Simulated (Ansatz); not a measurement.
Start of a relaxation, CH put at a top Ta site (Ta, Im-3m (No. 229), (1 1 0) face):

```xyz
6
Lattice="2.8410 0.0000 0.0000 -0.9470 2.6785 0.0000 0.0000 0.0000 27.0590" Properties=species:S:1:pos:R:3 pbc="T T T"
Ta    0.9470    1.3393    8.5000
Ta    0.0000    0.0000   10.8197
Ta    0.9470    1.3393   13.1313
Ta    0.0000    0.0000   15.3494
C     0.0000    0.0000   17.8094
H     0.0000    0.0000   18.9094
```

All numbers below come from DFT PBEsol, scalar-relativistic, plane waves, PAW in Ansatz 0.2.0. Settings: cutoff 420 eV, Γ-centred mesh 11×11×1 on the computed 6-atom cell, Gaussian smearing of 0.10 eV; no spin polarisation. The cell repeats along c with a dipole correction in the vacuum.

Atoms 1, 2 (counted from 1) are held. The cell is fixed. Force threshold 0.03 eV/Å.

(1) Where does it end?

The end is the local minimum or symmetric point that this start leads to. The slab is only 7.0 Å thick, so the energy isn't converged with thickness.

Spin–orbit coupling is left out, which can shift energies with elements as heavy as these.

Results:

(1) The energy falls by 1.252 eV in 7 steps, to:

```
Ta C H
1.0
     2.84101    0.00000    0.00000
    -0.94700    2.67853    0.00000
     0.00000    0.00000   27.05903
Ta C H
4 1 1
Cartesian
  0.9470 1.3393 8.5000
  0.0000 0.0000 10.8197
  0.9470 1.3393 13.1232
  0.0000 0.0000 15.4968
  0.0000 0.0000 17.4682
  0.0000 0.0000 18.5698
```

Cost: 1 run of about 2.4 core-minutes, on Intel Xeon Platinum 8488C (Sapphire Rapids) (shared hosts).